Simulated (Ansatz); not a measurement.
An Ansatz (an electronic-structure program) run. Input:

Ansatz 0.2 input:
```yaml
crystal:
  lattice:
    - [5.2491815863, 0.0, 0.0]
    - [0.0, 5.2491815863, 0.0]
    - [0.0, 0.0, 7.8700361577]
  atoms:
    - { symbol: W, position: [0.0, 0.5, 0.217023865] }
    - { symbol: W, position: [0.5, 0.0, 0.282976135] }
    - { symbol: W, position: [0.5, 0.0, 0.782976135] }
    - { symbol: W, position: [0.0, 0.5, 0.717023865] }
    - { symbol: O, position: [0.2898803534, 0.2898803534, 0.75] }
    - { symbol: O, position: [0.2101196466, 0.7898803534, 0.75] }
    - { symbol: O, position: [0.7101196466, 0.7101196466, 0.75] }
    - { symbol: O, position: [0.7898803534, 0.2101196466, 0.75] }
    - { symbol: O, position: [0.2101196466, 0.2101196466, 0.25] }
    - { symbol: O, position: [0.2898803534, 0.7101196466, 0.25] }
    - { symbol: O, position: [0.7898803534, 0.7898803534, 0.25] }
    - { symbol: O, position: [0.7101196466, 0.2898803534, 0.25] }
    - { symbol: O, position: [0.0, 0.5, 0.9941020463] }
    - { symbol: O, position: [0.5, 0.0, 0.5058979537] }
    - { symbol: O, position: [0.5, 0.0, 0.0058979537] }
    - { symbol: O, position: [0.0, 0.5, 0.4941020463] }
kpoints:
  mp_grid: { grid: [5, 5, 3] }
basis: { xc_grid: 2 }
hamiltonian:
  xc: pbesol
  pseudopotentials: { kind: paw }
scf:
  occupations: { method: fixed }
output:
  optics: { e_range: [0.0, 15.0], de: 0.05, sigma: 0.1, bands: { spectra_wanted_up_to: 12 eV } }
```

Output (shortened):

```
output.optics: the spectra are integrated over the Brillouin zone by k·p interpolation around the k-points, where levels, occupations, output.optics.sigma and …
Pseudopotential: W, paw, valence charge 14
Pseudopotential: O, paw, valence charge 6
Functional definition: PBEsol
Crystal: 16 atoms, lattice volume = 216.850 Å³
Basis set: ecut = 420 eV, 4219 PW (Γ), exchange–correlation on 72×72×108 points (8 copies of the dense FFT grid, shifted against one another)
Bands: 80, of which v1, the nominal top of the filled ones, is band 64 counted from 1 (63 counted from 0)
Symmetry: 16 space group operations
Space group: P4/ncc (ITA 130), of the structure as read, at distance tolerance 6.0e-5 Å
k-points: 12 of 75
SCF iter   1: F=—  HF=-47761.018896 eV  |F-HF|=—  |Δ(HF+E_count)|=         —  Δρ=1.78e-2  dr2=6.03e-1  ethr=1.77e-3  ⟨swp⟩=4.8  Hψ=3293  notcnv=0  defer=162
preconditioner: auto → Resta (q_TF=auto, 2.499 Å⁻¹)
SCF iter   2: F=—  HF=-47760.904285 eV  |F-HF|=—  |Δ(HF+E_count)|=   1.15e-1  Δρ=5.95e-3  dr2=7.17e-2  ethr=4.71e-4  ⟨swp⟩=2.0  Hψ=1571  notcnv=0  defer=163
SCF iter   3: F=—  HF=-47760.890905 eV  |F-HF|=—  |Δ(HF+E_count)|=   1.34e-2  Δρ=1.60e-3  dr2=3.37e-3  ethr=5.60e-5  ⟨swp⟩=2.0  Hψ=1292  notcnv=0  defer=168
SCF iter   4: F=—  HF=-47760.891249 eV  |F-HF|=—  |Δ(HF+E_count)|=   3.43e-4  Δρ=7.30e-4  dr2=1.03e-3  ethr=2.63e-6  ⟨swp⟩=2.0  Hψ=1621  notcnv=0  defer=168
SCF iter   5: F=—  HF=-47760.891088 eV  |F-HF|=—  |Δ(HF+E_count)|=   1.61e-4  Δρ=1.77e-4  dr2=4.97e-5  ethr=8.03e-7  ⟨swp⟩=2.0  Hψ=1337  notcnv=0  defer=144
SCF iter   6: F=—  HF=-47760.891683 eV  |F-HF|=—  |Δ(HF+E_count)|=   5.95e-4  Δρ=4.84e-5  dr2=7.79e-6  ethr=3.88e-8  ⟨swp⟩=2.0  Hψ=1422  notcnv=0  defer=131
SCF iter   7: F=—  HF=-47760.892007 eV  |F-HF|=—  |Δ(HF+E_count)|=   3.24e-4  Δρ=1.57e-5  dr2=8.93e-7  ethr=6.08e-9  ⟨swp⟩=2.0  Hψ=1029  notcnv=0  defer=131
SCF iter   8: F=—  HF=-47760.892007 eV  |F-HF|=—  |Δ(HF+E_count)|=   7.11e-7  Δρ=3.19e-6  dr2=3.77e-8  ethr=6.97e-10  ⟨swp⟩=2.0  Hψ=1326  notcnv=0  defer=131
SCF iter  13: F=-47760.892007 eV  HF=-47760.892007 eV  |F-HF|=7.28e-12  |Δ(HF+E_count)|=  7.28e-12  Δρ=2.15e-8  dr2=1.01e-12  ethr=1.00e-12  ⟨swp⟩=2.0  Hψ=1584  notcnv=0
SCF 1 converged in 13 iterations: F = -47760.892007 eV  dr2 = 1.01e-12
NSCF: frozen V_eff on 12 k-points
Optics k sum: 0 of 12 k-points
Optics k sum: 1 of 12 k-points
Optics k sum: 2 of 12 k-points
Optics k sum: 3 of 12 k-points
Optics k sum: 4 of 12 k-points
Optics k sum: 5 of 12 k-points
Optics k sum: 6 of 12 k-points
Optics k sum: 7 of 12 k-points
Optics k sum: 8 of 12 k-points
Optics k sum: 9 of 12 k-points
Optics k sum: 10 of 12 k-points
Optics k sum: 11 of 12 k-points
Optics k sum: 12 of 12 k-points
Optics k sum: 0 of 12 k-points
Optics k sum: 1 of 12 k-points
Optics k sum: 2 of 12 k-points
Optics k sum: 3 of 12 k-points
Optics k sum: 4 of 12 k-points
Optics k sum: 5 of 12 k-points
Optics k sum: 6 of 12 k-points
Optics k sum: 7 of 12 k-points
Optics k sum: 8 of 12 k-points
Optics k sum: 9 of 12 k-points
Optics k sum: 10 of 12 k-points
Optics k sum: 11 of 12 k-points
Optics k sum: 12 of 12 k-points
NSCF: frozen V_eff on 1 k-points
NSCF: frozen V_eff on 1 k-points
NSCF: frozen V_eff on 1 k-points
NSCF: frozen V_eff on 1 k-points
NSCF: frozen V_eff on 1 k-points
output.optics: what the bands over the 118 summed would add to eps1, eps2 and the energy-loss function is held between a lower and an upper bound (11 Lanczos …
SCF converged after 13 iterations
Free energy (F): -47760.892007 eV
Harris-Foulkes:  -47760.892007 eV  (|F-HF|=7.28e-12)
Internal energy: -47760.892007 eV  (E = F + TS)
E sigma→0 (E₀):  -47760.892007 eV
Fermi energy:    5.991822 eV
--- Per-component energies (eV) ---
  E_band       = -1379.291564
  E_kinetic    = 3874.646461
  E_local      = -10632.767253  (includes V_loc(G=0)·N_el)
  E_nonlocal   = 580.883395
  E_hartree    = 3892.443783
  E_xc         = -1920.349863
  E_vxc        = -2056.025603  (∫ρ·V_xc dr)
  E_paw        = -35568.293458  (= ΣΔE_a)
  E_vpaw       = -930.945531  (= ΣTr[D̂ρ^β])
  E_aug_tail   = 0.029360  (compensation charges beyond the density's cutoff)
  E_ewald      = -7988.795055
  E_core_change = 1.310624  (= ΣΔE_core)
  E_smearing   =  0.000000  (= −TS)
  E_closure    =  0.000000  (closes the sum)
  Σ components = -47760.892007   (vs F -47760.892007, Δ=0.00e0)
  [band-id]    e_kinetic+e_local+e_nonlocal+2·e_hartree+e_vxc+e_vpaw+e_augmentation_tail = -1379.291607   (vs E_band -1379.291564, Δ=-4.32e-5)
--- Band table (eV; the first three rows and the last of 12) ---
  k-point 0: bands = ["-68.3260", "-68.3259", "-68.3250", "-68.3249", "-32.7319", "-32.7263", "-32.6840", "-32.6794", "-32.6557", "-32.6557", "-32.6530", "-32.6530", "-32.5733", "-32.5733", "-32.5710", "-32.5710", "-12.1726", "-11.9238", "-11.3471", …
  k-point 1: bands = ["-68.3260", "-68.3259", "-68.3250", "-68.3249", "-32.7200", "-32.7147", "-32.6961", "-32.6912", "-32.6550", "-32.6550", "-32.6536", "-32.6536", "-32.5727", "-32.5727", "-32.5716", "-32.5716", "-12.0873", "-11.9660", "-11.3306", …
  k-point 2: bands = ["-68.3259", "-68.3258", "-68.3251", "-68.3250", "-32.7317", "-32.7271", "-32.6843", "-32.6801", "-32.6479", "-32.6473", "-32.6452", "-32.6450", "-32.5812", "-32.5811", "-32.5789", "-32.5789", "-12.0462", "-11.7760", "-11.3716", …
  k-point 11: bands = ["-68.3255", "-68.3255", "-68.3254", "-68.3254", "-32.7177", "-32.7173", "-32.6940", "-32.6937", "-32.6591", "-32.6577", "-32.6510", "-32.6498", "-32.5770", "-32.5759", "-32.5692", "-32.5681", "-11.7070", "-11.5987", "-11.5844", …
```

Cost: roughly 4 core-minutes on shared cores.

The first step of the workflow began from a Materials Project structure, measured or hypothetical; the Crystallography Open Database files this formula in space group No. 130, but the cells were not matched. Its standing as an ambient phase is unchecked. Symmetry was held in the PBEsol relaxation; its stability against distortions is not shown here. No spin polarisation was allowed. No Hubbard U is applied. Spin–orbit coupling is left out wherever it is not named.

Potentials: the later of the program's two PAW sets.

Ansatz is a plane-wave DFT program.
